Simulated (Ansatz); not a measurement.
Here is the system:

GaSb:
```cif
data_GaSb
_chemical_formula_sum 'Ga1 Sb1'
_space_group_name_H-M_alt 'Pm-3m'
_space_group_IT_number 221
_space_group_name_Hall '-P 4 2 3'
_cell_length_a 3.53649
_cell_length_b 3.53649
_cell_length_c 3.53649
_cell_angle_alpha 90.000
_cell_angle_beta 90.000
_cell_angle_gamma 90.000
loop_
_atom_site_label
_atom_site_type_symbol
_atom_site_symmetry_multiplicity
_atom_site_Wyckoff_symbol
_atom_site_fract_x
_atom_site_fract_y
_atom_site_fract_z
_atom_site_occupancy
Ga1 Ga 1 a 0.00000 0.00000 0.00000 1
Sb1 Sb 1 b 0.50000 0.50000 0.50000 1
```

This is the PBEsol-relaxed structure.

Question: All from PBEsol in the plane-wave PAW code Ansatz, unless another level is named. Give the highest zone-centre frequency.

Answer: 97 cm⁻¹.

Question: Give the bulk modulus (Birch–Murnaghan fit).

Answer: 611 kbar.

Question: Give the elastic constants (relaxed ions, GPa).

Answer: C11 = 52.8, C12 = 65.6, C44 = 15.1.

A made-up cell: these elements were put on the sites of a structure type; neither database checked (COD, Materials Project) lists it. It is not the phase usual at ambient conditions (space group No. 216). Symmetry was held in the PBEsol relaxation. At this level the phase is mechanically unstable. As this level gives no gap, shear constants depend on the k-mesh and smearing (Fermi–Dirac, 0.1 eV here). As this level gives no gap, phonon frequencies hold no LO–TO term and depend on the k-mesh and smearing (Fermi–Dirac, 0.1 eV here). On the denser mesh and wider smearing of the elastic run this cell carries a stress of 0.3 GPa. Scalar-relativistic: spin–orbit coupling is off unless named, which matters more the heavier the elements.

Potentials: the earlier of the program's two PAW sets. The files were generated under PBE; for other functionals the program regenerates the frozen cores, and for LDA and PBEsol the local potential too.
